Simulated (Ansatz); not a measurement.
ZnS:
```
CELL_PARAMETERS angstrom
      3.84816     0.00000     0.00000
     -1.92408     3.33260     0.00000
      0.00000     0.00000    25.16217
ATOMIC_POSITIONS crystal
  Zn 0.00000 0.00000 0.00003
  Zn 0.00000 0.00000 0.50003
  Zn 0.33333 0.66667 0.12495
  Zn 0.66667 0.33333 0.62495
  Zn 0.33333 0.66667 0.37514
  Zn 0.66667 0.33333 0.87514
  Zn 0.33333 0.66667 0.75004
  Zn 0.66667 0.33333 0.25004
  S  0.00000 0.00000 0.09372
  S  0.00000 0.00000 0.59372
  S  0.33333 0.66667 0.21863
  S  0.66667 0.33333 0.71863
  S  0.33333 0.66667 0.46880
  S  0.66667 0.33333 0.96880
  S  0.33333 0.66667 0.84389
  S  0.66667 0.33333 0.34389
```

Relaxed with PBE.

Give the Bader charges and basin volumes of the independent atoms, the program Ansatz at the PBE level (PAW).



```tsv
atom	Bader charge (e)	Bader volume (Å³)
Zn1	+0.89	14.0
Zn3	+0.89	14.0
Zn5	+0.89	13.9
Zn7	+0.89	14.2
S9	-0.89	26.3
S11	-0.89	26.2
S13	-0.89	26.3
S15	-0.89	26.5
```

Space group P6_3mc. The workflow started from an entry of the Crystallography Open Database (COD). Its sites differ from those of the usual phase in this space group: another stacking or structure type. Symmetry was held in the PBE relaxation; its stability against distortions is not shown here.

Potentials: the later of the program's two PAW sets.
